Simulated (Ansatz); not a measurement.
Input for Ansatz (plane-wave DFT, PAW):

```yaml
crystal:
  lattice:
    - [0.0, 2.8532925427, 2.8532925427]
    - [2.8532925427, 0.0, 2.8532925427]
    - [2.8532925427, 2.8532925427, 0.0]
  atoms:
    - { symbol: Al, position: [0.5, 0.5, 0.5] }
    - { symbol: Ni, position: [0.25, 0.25, 0.25] }
    - { symbol: Ni, position: [0.0, 0.0, 0.0] }
    - { symbol: Ni, position: [0.75, 0.75, 0.75] }
basis:
  ecutwfc: 420
kpoints:
  mp_grid: { grid: [14, 14, 14] }
hamiltonian:
  xc: pbesol
scf:
  occupations: { method: gaussian, width: 0.1 }
output:
  forces: true
  stress: true
  eigenvalues: true
  write_density: true
  write_potential: true
  elf: true
  volumetric_format: npy
```

Launched with
```bash
ansatz run input.yaml --threads 1 --pin off --max-ram 2560MiB --backend cpu --events-out ev --progress --plain --runs-dir out
```

Theory: DFT PBEsol, scalar-relativistic, plane waves, PAW in Ansatz.

From the run's log, abridged (iterations and final results):

```
SCF iter   1: F=—  HF=-17940.947863 eV  |F-HF|=—  |Δ(HF+E_count)|=         —  Δρ=2.86e-2  dr2=2.54e-1  ethr=1.77e-3  ⟨swp⟩=5.3  Hψ=12240  notcnv=0
SCF iter   2: F=—  HF=-17940.921443 eV  |F-HF|=—  |Δ(HF+E_count)|=   2.64e-2  Δρ=8.25e-3  dr2=2.78e-2  ethr=4.45e-4  ⟨swp⟩=2.0  Hψ=4975  notcnv=0  defer=132
SCF iter   3: F=—  HF=-17940.918857 eV  |F-HF|=—  |Δ(HF+E_count)|=   2.59e-3  Δρ=2.20e-3  dr2=2.52e-3  ethr=4.87e-5  ⟨swp⟩=1.0  Hψ=3512  notcnv=0  defer=132
SCF iter   4: F=—  HF=-17940.918545 eV  |F-HF|=—  |Δ(HF+E_count)|=   3.11e-4  Δρ=4.11e-4  dr2=3.98e-5  ethr=4.42e-6  ⟨swp⟩=2.0  Hψ=4955  notcnv=0  defer=132
SCF iter   5: F=—  HF=-17940.918581 eV  |F-HF|=—  |Δ(HF+E_count)|=   3.59e-5  Δρ=1.72e-4  dr2=6.87e-6  ethr=6.98e-8  ⟨swp⟩=2.0  Hψ=5798  notcnv=0  defer=132
SCF iter   6: F=—  HF=-17940.918580 eV  |F-HF|=—  |Δ(HF+E_count)|=   1.28e-6  Δρ=5.91e-5  dr2=1.78e-6  ethr=1.21e-8  ⟨swp⟩=2.2  Hψ=4979  notcnv=0  defer=132
SCF iter   7: F=-17940.918580 eV  HF=-17940.918580 eV  |F-HF|=7.51e-8  |Δ(HF+E_count)|=   1.11e-7  Δρ=1.20e-5  dr2=8.32e-8  ethr=1.75e-10  ⟨swp⟩=9.7  Hψ=24028  notcnv=0
SCF 1 converged in 7 iterations: F = -17940.918580 eV  dr2 = 8.32e-8
SCF converged after 7 iterations
Free energy (F): -17940.918580 eV
Harris-Foulkes:  -17940.918580 eV  (|F-HF|=7.51e-8)
Internal energy: -17940.903945 eV  (E = F + TS)
E sigma→0 (E₀):  -17940.911262 eV
Entropy (-TS):   -0.014635 eV (-3.659 meV/atom)
Fermi energy:    15.211483 eV
--- Per-component energies (eV) ---
  E_band       = -959.797813
  E_kinetic    = 876.690501
  E_local      = -12103.849542  (includes V_loc(G=0)·N_el)
  E_nonlocal   = 1926.594396
  E_hartree    = 5143.194710
  E_xc         = -293.323908
  E_vxc        = -357.763386  (∫ρ·V_xc dr)
  E_paw        = -5246.930663  (= ΣΔE_a)
  E_vpaw       = -1587.862058  (= ΣTr[D̂ρ^β])
  E_aug_tail   = 0.001242  (compensation charges beyond the density's cutoff)
  E_ewald      = -8243.891686
  E_core_change = 0.611006  (= ΣΔE_core)
  E_smearing   = -0.014635  (= −TS)
--- Forces (eV/Å), atoms counted from 1 ---
  atom   1  Al     0.00000000     0.00000000     0.00000000
  atom   2  Ni     0.00000000     0.00000000     0.00000000
  atom   3  Ni     0.00000000     0.00000000     0.00000000
  atom   4  Ni     0.00000000     0.00000000     0.00000000
--- Stress (GPa, compression-positive) ---
      -10.241919       0.000000       0.000000
        0.000000     -10.241919       0.000000
        0.000000       0.000000     -10.241919
  P = ⅓ Tr σ = -10.2419 GPa (-102.419 kbar)
--- Band table (eV; the first three rows and the last of 104) ---
  k-point 0: bands = ["-87.4053", "-87.3989", "-87.1902", "-47.9660", "-47.9660", "-47.9660", "-47.9559", "-47.9559", "-47.9559", "-47.7318", "-47.7318", "-47.7318", "5.3347", "11.8697", "11.8697", "11.9521", "11.9521", "11.9521", "12.9883", "12.9883", "12.9883", "14.3766", "14.3766", "14.3766", "14.6978", "14.6978", "14.7422", "14.7422", "20.4668", "20.4668", "20.4668", "20.8536", "20.8536", "20.8536", "21.7846"]
  k-point 1: bands = ["-87.4052", "-87.3990", "-87.1902", "-47.9673", "-47.9662", "-47.9662", "-47.9559", "-47.9559", "-47.9544", "-47.7321", "-47.7316", "-47.7316", "5.4078", "11.8243", "11.8243", "11.9095", "12.0356", "12.0356", "12.9776", "12.9806", "12.9806", "14.3101", "14.3315", "14.3315", "14.7168", "14.7168", "14.7355", "14.7355", "19.4431", "20.1758", "20.1758", "21.0800", "21.1624", "21.1624", "22.2337"]
  k-point 2: bands = ["-87.4048", "-87.3992", "-87.1904", "-47.9695", "-47.9668", "-47.9668", "-47.9558", "-47.9558", "-47.9517", "-47.7327", "-47.7312", "-47.7312", "5.6258", "11.7793", "11.7906", "11.7906", "12.1785", "12.1785", "12.9182", "12.9606", "12.9606", "14.1469", "14.2199", "14.2199", "14.7124", "14.7124", "14.7562", "14.7562", "18.1810", "19.8272", "19.8272", "20.9429", "21.4091", "21.4091", "22.7246"]
  k-point 103: bands = ["-87.4015", "-87.4012", "-87.1917", "-47.9869", "-47.9699", "-47.9694", "-47.9605", "-47.9422", "-47.9418", "-47.7354", "-47.7314", "-47.7252", "9.3912", "10.2762", "10.6980", "11.1198", "12.6610", "12.8107", "12.9241", "12.9734", "13.2671", "13.3756", "13.8399", "13.9139", "14.6056", "14.6118", "14.6919", "14.7504", "15.1009", "15.1758", "15.2009", "21.7129", "21.8138", "23.2710", "23.3002"]
```

The run converged.

The run took 4 s on 1 thread of AMD EPYC 9R45 96-Core Processor (Zen 5), with other jobs on the host, peak memory 0.47 GiB.